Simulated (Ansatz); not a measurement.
FePt (P4/mmm), clamped-ion strain scan

These are results of DFT PBEsol, scalar-relativistic, plane waves, PAW (Ansatz 0.2.0), not measurements. Settings: plane waves to 420 eV, k-mesh 22×22×16 (Γ-centred), Gaussian smearing 0.15 eV. Spin–orbit coupling is left out, which matters for the heavy elements here. Collinear spins, started from moments 3.2, 0.4 μB in atom order; the magnetic state may not be the lowest. Energies are free energies at this smearing, counted from the undisturbed cell; pressure is positive in compression.

The undisturbed cell (relaxed at this level; with this scan's settings it stands at 0.1 GPa; it needn't be the usual structure):

```yaml
crystal:
  lattice:
    - [2.68680, 0.00000, 0.00000]
    - [0.00000, 2.68680, 0.00000]
    - [0.00000, 0.00000, 3.71728]
  atoms:
    - { symbol: Fe, position: [0.50000, 0.50000, 0.50000] }
    - { symbol: Pt, position: [0.00000, 0.00000, 0.00000] }
```

The cell is strained by ε times the Voigt pattern (1, 0, 0, 0, 0, 0) (xx, yy, zz, yz, xz, xy; engineering shear) with fractional coordinates fixed. The cell is metallic on the mesh throughout.

| ε | ΔE (meV/atom) | stress summed along the pattern (GPa, tension positive) | pressure (GPa) | moment (μB/cell) |
| --- | --- | --- | --- | --- |
| -0.0600 | ? | ? | 18.3 | 3.04 |
| -0.0300 | 19.1 | -15.83 | 8.1 | 3.14 |
| 0.0000 | 0.0 | -0.18 | 0.1 | 3.22 |
| 0.0450 | 30.6 | 15.08 | -8.5 | 3.33 |

(1) Give the withheld values.

Answers

(1) ΔE (meV/atom) at ε = -0.0600: 84.5; stress summed along the pattern (GPa, tension positive) at ε = -0.0600: -37.40.